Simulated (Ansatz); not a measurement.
All-electron LAPW in Ansatz 0.2.0 under LDA, scalar-relativistic, energies extrapolated to zero smearing. Slabs are 1×1 cells cut from bulk crystals relaxed on PAW files, with atoms then relaxed, 16 to 20 Å of vacuum, a dipole correction, k spacings of 0.16 to 0.26 Å⁻¹ and smearing of 0.02 to 0.1 eV, without spin–orbit coupling or spin polarisation. The bulk type named needn't be the stable one, and no reconstruction is allowed.

| slab | area (Å²) | γ (J/m²) | Φ (eV) | Δd12 (%) |
| --- | --- | --- | --- | --- |
| hcp Zn (0001), 2 layers | 5.74 | 0.63 | 4.61 | ? |
| hcp Zn (10-10), 6 layers | 12.13 | ? | 4.62 | -100.1 |
| hcp Zn (0001), 3 layers | 5.74 | 0.57 | 4.66 | -1.6 |

Question: Fill in "γ (J/m²)" for the row "hcp Zn (10-10), 6 layers".

Answer: 0.80.

Question: Give the missing entry: row "hcp Zn (0001), 2 layers", column "Δd12 (%)".

Answer: 6.1.
